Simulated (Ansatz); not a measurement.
Phonons of TiAl (CuAu type, space group P4/mmm) at Γ, X = (0.5, 0.0, 0.0), M = (0.5, 0.5, 0.0), Z = (0.0, 0.0, 0.5).

TiAl (CuAu type, space group P4/mmm)

```
TiAl
1.0
    2.81292     0.00000     0.00000
    0.00000     2.81292     0.00000
    0.00000     0.00000     4.05841
Al Ti
1 1
Direct
  0.50000   0.50000   0.50000
  0.00000   0.00000   0.00000
```

Calculation: r2SCAN (plane waves to 500 eV, PAW, scalar-relativistic; Ansatz, a quantum-chemistry and plane-wave program). Harmonic phonons by density-functional perturbation theory on a 16×16×12 k mesh, in cm⁻¹ and rounded to 5; i marks imaginary ones, q is in fractions of the reciprocal vectors of the cell shown, and the three acoustic modes at Γ are left out. TiAl is run without spin polarisation. TiAl was relaxed with its symmetry unable to fall.

```csv
q,wavenumbers (cm⁻¹)
Γ,"280 (×2), 315"
"X = (0.5, 0.0, 0.0)","160, 225, 230, 280, 305, 305"
"M = (0.5, 0.5, 0.0)","285 (×2), 295, 315, 335 (×2)"
"Z = (0.0, 0.0, 0.5)","175, 190 (×2), 225 (×2), 295"
```

The structure shows no imaginary mode at these points (lowest 160 cm⁻¹ at X = (0.5, 0.0, 0.0)); other wave vectors were not tested.

Highest mode: 335 cm⁻¹ at M = (0.5, 0.5, 0.0).
